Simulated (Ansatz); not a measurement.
Ansatz run, Na₃LuO₄

The input, for Ansatz 0.2.0 (plane waves, PAW):

```yaml
crystal:
  lattice:
    - [0.0, 4.752778, 3.281147]
    - [0.0, -4.752778, 3.281147]
    - [6.562382, 0.0, -3.281147]
  atoms:
    - { symbol: Lu, position: [0.1315, 0.1315, 0.263] }
    - { symbol: Lu, position: [0.8685, 0.8685, 0.737] }
    - { symbol: Na, position: [0.614, 0.614, 0.228] }
    - { symbol: Na, position: [0.386, 0.386, 0.772] }
    - { symbol: Na, position: [0.5, 0.0, 0.0] }
    - { symbol: Na, position: [0.0, 0.5, 0.0] }
    - { symbol: Na, position: [0.75, 0.25, 0.5] }
    - { symbol: Na, position: [0.25, 0.75, 0.5] }
    - { symbol: O, position: [0.75, 0.75, 0.0] }
    - { symbol: O, position: [0.25, 0.25, 0.0] }
    - { symbol: O, position: [0.5, 0.5, 0.5] }
    - { symbol: O, position: [0.0, 0.0, 0.5] }
    - { symbol: O, position: [0.3869, 0.9157, 0.3026] }
    - { symbol: O, position: [0.6131, 0.0843, 0.6974] }
    - { symbol: O, position: [0.9157, 0.3869, 0.3026] }
    - { symbol: O, position: [0.0843, 0.6131, 0.6974] }
  symmetry: { tolerance: 0.0003 }
kpoints:
  mp_grid: { grid: [5, 5, 5], shift: [0, 0, 0] }
magnetization:
  spin_polarized: false
scf:
  occupations: { method: fermi_dirac, width: 0.1275 }
  lower_state_search: "off"
  max_iter: 200
hamiltonian:
  pseudopotentials: { kind: paw }
  xc: r2scan
basis:
  ecutwfc: 500
  fft_grid_basis: typed
output:
  forces: true
  stress: true
  eigenvalues: true
  bader: true
  populations: true
  elf: true
  write_potential: true
  volumetric_format: npy
  dos:
    e_range: [-12, 8]
    de: 0.05
    projected: { site_lists: { Lu: [Lu], Na: [Na], O: [O] } }
checkpoint:
  read: saved_state
```

The run starts from an earlier solution of this cell. 

Parts of the output:

```
Lu: projections on atomic orbitals take those of the free atom [Kr 4d10] 4f14 5s2 5p6 5d1 6s2, of charge +0.00 (hamiltonian.pseudopotentials.projection_atoms); the dataset's partial waves leave at most 5.1e-5 of an orbital's norm unspanned inside its sphere
band count auto-derived: 93, from the close of a first SCF at 92 (N_el = 152.0; filled up to band 76; 92 by the electrons, moments and atoms)
Pseudopotentials: kind: paw
Pseudopotential: Lu, paw, valence charge 25, recommended cutoff 500 eV (meta_gga), Lu.paw.azcp
Pseudopotential: Na, paw, valence charge 9, recommended cutoff 500 eV (meta_gga), Na.paw.azcp
Pseudopotential: O, paw, valence charge 6, recommended cutoff 500 eV (meta_gga), O.paw.azcp
Functional definition: r2SCAN
  exchange = r2scan_x(k0 = k0, k1 = k1, a1 = a1)
  correlation = r2scan_c
Crystal: 16 atoms, lattice volume = 204.675 Å³
Basis set: ecut = 500 eV, 5177 PW (Γ), exchange–correlation on 180×180×216 points (64 copies of the dense FFT grid, shifted against one another)
Bands: 92, of which v1, the nominal top of the filled ones, is band 76 counted from 1 (75 counted from 0)
Symmetry: 8 space group operations
Space group: Fmmm (ITA 69), of the structure as read, at distance tolerance 1.8e-3 Å
k-points: 27 of 125
Initial density: read from a saved state, or passed on in memory by an earlier SCF of this step, an earlier step, the calling program or the single point that the run made first
Functional: x = r2scan, c = r2scan; τ floored in thin density (d = 2e-4 eV/Å³)
SCF iter   1: F=-42975.4991 eV  Δρ=1.82e-3  dr2=1.82e-3  dr2_τ=1.07e-3
SCF iter   2: F=-42975.4999 eV  Δρ=5.34e-4  dr2=5.08e-4  dr2_τ=2.21e-5
SCF iter   3: F=-42975.5003 eV  Δρ=2.58e-4  dr2=1.13e-4  dr2_τ=9.79e-6
SCF iter   4: F=-42975.5003 eV  Δρ=1.75e-4  dr2=6.80e-5  dr2_τ=1.73e-6
SCF iter   5: F=-42975.5003 eV  Δρ=1.01e-4  dr2=2.20e-5  dr2_τ=1.12e-6
SCF iter   6: F=-42975.5004 eV  Δρ=4.63e-5  dr2=4.45e-6  dr2_τ=9.57e-8
SCF iter   7: F=-42975.5004 eV  Δρ=1.55e-5  dr2=4.06e-7  dr2_τ=1.14e-8
SCF iter   8: F=-42975.5004 eV  Δρ=4.67e-6  dr2=4.59e-8  dr2_τ=1.49e-9
SCF iter   1: F=-42975.5004 eV  Δρ=4.77e-6  dr2=4.70e-8  dr2_τ=1.35e-9
SCF iter   2: F=-42975.5004 eV  Δρ=2.71e-6  dr2=1.17e-8  dr2_τ=1.16e-9
SCF iter   3: F=-42975.5004 eV  Δρ=1.69e-6  dr2=6.23e-9  dr2_τ=3.21e-10
Free energy (F): -42975.5004 eV
Harris-Foulkes:  -42975.5004 eV  (|F-HF|=5.71e-9)
Internal energy: -42974.6291 eV  (E = F + TS)
E sigma→0 (E₀):  -42975.0647 eV
Entropy (-TS):   -0.8713 eV (-54.454 meV/atom)
Fermi energy:    5.6219 eV
--- Per-component energies (eV) ---
  E_band       = -1411.1495
  E_kinetic    = 2968.9488
  E_local      = -23917.1962  (includes V_loc(G=0)·N_el)
  E_nonlocal   = 2208.0792
  E_hartree    = 9422.3105
  E_xc         = -1240.0067
  E_vxc        = -1767.6981  (∫ρ·V_xc dr)
  E_paw        = -17640.2123  (= ΣΔE_a)
  E_vpaw       = 134.4241  (= ΣTr[D̂ρ^β])
  E_aug_tail   = 0.0081  (compensation charges beyond the density's cutoff)
  E_vtau       = 117.6616  (kinetic-family band-sum trace: ∫τ·v_τ [+ j·A + Jᵃ·Aᵃ] dr)
  E_ewald      = -14777.5025
  E_core_change = 0.9419  (= ΣΔE_core)
  E_smearing   = -0.8713  (= −TS)
--- Forces (eV/Å), atoms counted from 1 ---
  atom   1  Lu     0.6678     0.0000     0.0000
  atom   2  Lu    -0.6678     0.0000     0.0000
  atom   3  Na     0.6768     0.0000     0.0000
  atom   4  Na    -0.6768     0.0000     0.0000
  atom   5  Na     0.0000     0.0000     0.0000
  atom   6  Na     0.0000     0.0000     0.0000
  atom   7  Na     0.0000     0.0000     0.0000
  atom   8  Na     0.0000     0.0000     0.0000
  atom   9  O      0.0000     0.0000     2.5044
  atom  10  O      0.0000     0.0000    -2.5044
  atom  11  O      0.0000     0.0000     0.0000
  atom  12  O      0.0000     0.0000     0.0000
  atom  13  O     -1.8869    -1.1134     0.0000
  atom  14  O      1.8869     1.1134     0.0000
  atom  15  O     -1.8869     1.1134     0.0000
  atom  16  O      1.8869    -1.1134     0.0000
--- Stress (GPa, compression-positive) ---
       -2.5897       0.0000       0.0000
        0.0000      -4.2566       0.0000
        0.0000       0.0000       3.0446
  P = ⅓ Tr σ = -1.2672 GPa (-12.672 kbar)
--- Löwdin populations: 16 sites ---
  site symbol       q [e]
     0     Lu     23.9875
     1     Lu     23.9875
     2     Na      8.2264
     3     Na      8.2264
     4     Na      8.2273
     5     Na      8.2273
     6     Na      8.2235
     7     Na      8.2235
     8      O      6.9007
     9      O      6.9007
    10      O      6.7313
    11      O      6.7313
    12      O      6.7463
    13      O      6.7463
    14      O      6.7463
    15      O      6.7463
  spilling = 0.0028 (of n_electrons = 152.0000)
--- Bader charges: 16 sites ---
  site symbol  charge [e]  shift [e]
     0     Lu      2.1775     0.0010
     1     Lu      2.1775     0.0010
     2     Na      0.8611     0.0005
     3     Na      0.8611     0.0005
     4     Na      0.8576     0.0005
     5     Na      0.8576     0.0005
     6     Na      0.8456     0.0001
     7     Na      0.8456     0.0001
     8      O     -1.3797     0.0004
     9      O     -1.3797     0.0004
    10      O     -1.2126     0.0001
    11      O     -1.2126     0.0001
    12      O     -1.0747     0.0001
    13      O     -1.0747     0.0001
    14      O     -1.0747     0.0001
    15      O     -1.0747     0.0001
```

Origin: a known structure type with other elements, at an estimated volume, so it need not be a known compound. Caveats: many states at the Fermi level without spin polarisation, so a magnetic state may lie lower; atoms or cell far from equilibrium.
